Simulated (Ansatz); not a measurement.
Input and command of a plane-wave DFT calculation in Ansatz:

```yaml
crystal:
  lattice:
    - [5.0834112643, 0.0, 0.0]
    - [0.0, 5.0834112643, 0.0]
    - [0.0, 0.0, 8.0677534884]
  atoms:
    - { symbol: Ba, position: [0.0, 0.5, 0.1456722784] }
    - { symbol: Ba, position: [0.0, 0.5, 0.6456722784] }
    - { symbol: Ba, position: [0.5, 0.0, 0.3543277216] }
    - { symbol: Ba, position: [0.5, 0.0, 0.8543277216] }
    - { symbol: Mo, position: [0.0, 0.0, 0.0] }
    - { symbol: Mo, position: [0.5, 0.5, 0.5] }
basis:
  ecutwfc: 420
kpoints:
  mp_grid: { grid: [8, 8, 6] }
hamiltonian:
  xc: pbe
scf:
  occupations: { method: gaussian, width: 0.1 }
output:
  forces: true
  stress: true
  eigenvalues: true
relax:
  adjacent_minimum: "off"
  f_tol: 0.01
  max_steps: 80
  cell: { stress_tol: 0.05 }
```

```bash
ansatz run input.yaml --threads 1 --pin off --max-ram 2560MiB --backend cpu --events-out ev --progress --plain --runs-dir out
```

Processor: Intel(R) Xeon(R) 6975P-C (Granite Rapids), 1 thread, on a host shared with other jobs.

Task: Estimate time, memory and problem size.

Result: About 97 s on 1 thread of Intel(R) Xeon(R) 6975P-C (Granite Rapids), on a shared host, peak memory 0.74 GiB. It solves 41 bands at 60 k points (the mesh reduced by the symmetry that the task leaves, which can be less than the crystal's) with about 4099 plane waves (on the last cell), in 33 SCF iterations over 5 ionic steps.
